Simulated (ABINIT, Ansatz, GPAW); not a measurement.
**CaIrN2: programs and potentials compared**

```xyz
4
Lattice="1.6489 0.9520 5.0094 -1.6489 0.9520 5.0094 0.0000 -1.9039 5.0094" Properties=species:S:1:pos:R:3 pbc="T T T"
Ir    0.0000    0.0000    7.5141
Ca    0.0000    0.0000    0.0000
N     0.0000    0.0000    3.4697
N     0.0000    0.0000   11.5585
```

The cell comes from a database or a generator and needn't be the stable form of this composition.

Alike in all runs: task single point; functional PBE; k mesh 9 × 9 × 9; occupations fermi-dirac, width 0.05 eV; no spin polarisation; no spin-orbit coupling. Pressure is positive in compression and, in plane waves, holds the error of the finite cutoff, which Ansatz's Pulay term estimates and takes out.

| program and potentials | plane-wave cutoff (eV) | notes | pressure (GPa) | largest force (eV/Å) |
| --- | --- | --- | --- | --- |
| Ansatz, Ansatz PAW | 420 | 9.25 valence electrons an atom on average; Pulay term of +0.42 GPa included | -1.55 | 0.057 |
| GPAW, GPAW PAW data sets (gpaw-data 1.2.1) | 800 | 8.75 valence electrons an atom on average | -1.83 | 0.102 |
| ABINIT, JTH PAW PBE v2.0 | 707 | 8.75 valence electrons an atom on average | -1.59 | 0.054 |

Force on atom 3 (N), eV/Å:

```
                    program and potentials      x      y       z
                        Ansatz, Ansatz PAW  0.000  0.000  -0.057
GPAW, GPAW PAW data sets (gpaw-data 1.2.1)  0.000  0.000  -0.102
                  ABINIT, JTH PAW PBE v2.0  0.000  0.000  -0.054
```

The pressure spans -1.83 (GPAW, GPAW PAW data sets (gpaw-data 1.2.1)) to -1.55 GPa (Ansatz, Ansatz PAW).

Differences between rows come from potentials, basis sets and numerical settings, since the functional is the same but for its coding. Runs on potential files found faulty are left out.
